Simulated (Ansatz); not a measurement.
# Cs$_{2}$TlVF$_{6}$: relaxation (Ansatz)

Run with:

```bash
ansatz run input.yaml --threads 2 --pin off --max-ram 2560MiB --backend cpu --events-out ev --progress --plain --runs-dir out
```

The input file (Ansatz 0.2.0, plane waves):

```yaml
crystal:
  lattice:
    - [0.0, 4.62594603, 4.62594603]
    - [4.62594603, 0.0, 4.62594603]
    - [4.62594603, 4.62594603, 0.0]
  atoms:
    - { symbol: V, position: [0.0, 0.0, 0.0] }
    - { symbol: F, position: [0.79, 0.21, 0.21] }
    - { symbol: F, position: [0.21, 0.79, 0.21] }
    - { symbol: F, position: [0.21, 0.79, 0.79] }
    - { symbol: F, position: [0.79, 0.21, 0.79] }
    - { symbol: F, position: [0.21, 0.21, 0.79] }
    - { symbol: F, position: [0.79, 0.79, 0.21] }
    - { symbol: Cs, position: [0.25, 0.25, 0.25] }
    - { symbol: Cs, position: [0.75, 0.75, 0.75] }
    - { symbol: Tl, position: [0.5, 0.5, 0.5] }
  symmetry: { tolerance: 0.0003 }
kpoints:
  mp_grid: { grid: [6, 6, 6], shift: [0, 0, 0] }
magnetization:
  spin_polarized: false
scf:
  occupations: { method: cold, width: 0.1888 }
  lower_state_search: "off"
hamiltonian:
  pseudopotentials: { kind: paw }
  xc: r2scan
basis:
  ecutwfc: 500
  fft_grid_basis: typed
relax:
  max_steps: 60
output:
  forces: true
  stress: true
  eigenvalues: true
  bader: true
  populations: true
  elf: true
  write_potential: true
  volumetric_format: npy
  dos:
    e_range: [-12, 8]
    de: 0.05
    projected: { site_lists: { Cs: [Cs], F: [F], Tl: [Tl], V: [V] } }
checkpoint:
  read: saved_state
```

Origin of the cell: a database entry, scaled a little.

The saved state is a converged single point of the same cell.

Steps:

```csv
step,ΔF (meV/atom),max force component (eV/Å),SCF iterations,step was
1,0.0,0.037,7,accepted
2,0.0,0.012,4,accepted
3,0.0,0.000,4,accepted
```

Step 1, with forces in eV/Å:

```xyz
10
Lattice="0.000 4.626 4.626 4.626 0.000 4.626 4.626 4.626 0.000" Properties=species:S:1:pos:R:3:forces:R:3 pbc="T T T" step=1
V     0.000    0.000    0.000    0.000    0.000    0.000
F     1.943    4.626    4.626   -0.037    0.000    0.000
F     4.626    1.943    4.626    0.000   -0.037    0.000
F     7.309    4.626    4.626    0.037    0.000    0.000
F     4.626    7.309    4.626    0.000    0.037    0.000
F     4.626    4.626    1.943    0.000    0.000   -0.037
F     4.626    4.626    7.309    0.000    0.000    0.037
Cs    2.313    2.313    2.313    0.000    0.000    0.000
Cs    6.939    6.939    6.939    0.000    0.000    0.000
Tl    4.626    4.626    4.626    0.000    0.000    0.000
```

Step 3, with forces in eV/Å:

```xyz
10
Lattice="0.000 4.626 4.626 4.626 0.000 4.626 4.626 4.626 0.000" Properties=species:S:1:pos:R:3:forces:R:3 pbc="T T T" step=3
V     0.000    0.000    0.000    0.000    0.000    0.000
F     1.941    4.626    4.626    0.000    0.000    0.000
F     4.626    1.941    4.626    0.000    0.000    0.000
F     7.311    4.626    4.626    0.000    0.000    0.000
F     4.626    7.311    4.626    0.000    0.000    0.000
F     4.626    4.626    1.941    0.000    0.000    0.000
F     4.626    4.626    7.311    0.000    0.000    0.000
Cs    2.313    2.313    2.313    0.000    0.000    0.000
Cs    6.939    6.939    6.939    0.000    0.000    0.000
Tl    4.626    4.626    4.626    0.000    0.000    0.000
```

```
Free energy lowered by  : 0.0 meV/atom
Final pressure          : -0.51 GPa
Relaxation steps listed : 3
```

Caveats: no spin polarisation, so a magnetic state may lie lower; no spin-orbit coupling, though heavy elements are present; the SCF threshold is looser than advised for a stress; the relaxation held the start's symmetry, so the end may be a saddle point; wide smearing.

The run took 66 s on 2 threads of AMD EPYC 7R43 64-Core Processor (Zen 3), with other jobs on the host, peak memory 1.2 GiB, from a saved density.
